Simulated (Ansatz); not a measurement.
The start is a generated cell, Si3N4 built in the beta-Si3N4 structure type. The structure is fully relaxed (lattice and positions, P = 0) with r2SCAN (plane waves to 500 eV, PAW, scalar-relativistic; Ansatz, a program for electronic structure). The first steps use a 4×4×9 k-mesh.

The start:
```
Si3N4
1.0
    7.59500     0.00000     0.00000
   -3.79750     6.57746     0.00000
    0.00000     0.00000     2.90200
Si N
6 8
Direct
  0.17520   0.76860   0.25000
  0.23140   0.40660   0.25000
  0.59340   0.82480   0.25000
  0.82480   0.23140   0.75000
  0.76860   0.59340   0.75000
  0.40660   0.17520   0.75000
  0.32980   0.03100   0.25000
  0.96900   0.29880   0.25000
  0.70120   0.67020   0.25000
  0.67020   0.96900   0.75000
  0.03100   0.70120   0.75000
  0.29880   0.32980   0.75000
  0.33333   0.66667   0.25000
  0.66667   0.33333   0.75000
```

Problem. What pressure does the first self-consistent step give?

Solution. +1.1 GPa (positive: the cell is compressed).

Problem. Which atoms feel the largest initial force, and how large is it?

Solution. 0.21 eV/Å, on Si1, Si2, Si3, Si4, Si5, Si6 (atoms numbered as listed).

Problem. How much energy is released per atom?

Solution. Under 1 meV/atom.

Problem. How does the volume per atom move from start to end?

Solution. +0.4 %, from 10.36 to 10.40 Å³/atom.

Problem. How do the shortest distances between atoms change?

Solution. The closest pairs of elements (up to four, under 3.6 Å), start → end: N–Si 1.72 → 1.73 Å; N–N 2.78 → 2.78 Å; Si–Si 2.90 → 2.91 Å.

Problem. What band gap does the relaxed structure have at this level?

Solution. 5.02 eV, indirect (valence top at k = (0, 0, 0.2222), conduction bottom at Γ) (no spin-orbit coupling).

Problem. Write out the relaxed structure.

Solution. 
Space group P6₃/m (No. 176); a = b = 7.6057 Å, c = 2.9058 Å, α = β = 90.00°, γ = 120.00°

| atom | site | symmetry | x | y | z |
|---|---|---|---|---|---|
| Si | 6h | m.. | 0.2306 | 0.4060 | 0.2500 |
| N | 6h | m.. | 0.3303 | 0.0313 | 0.2500 |
| N | 2c | -6.. | 0.3333 | 0.6667 | 0.2500 |

The space group stays P6₃/m (No. 176) (the run could not lower it), with 14 atoms in the primitive cell. No spin polarisation in the result.

The run could not lose the symmetry of its start.

The first start was generated by placing the elements on the sites of a structure type. A measured structure of Si3N4 has the same space group, P6₃/m (No. 176); the sites were not compared with it.
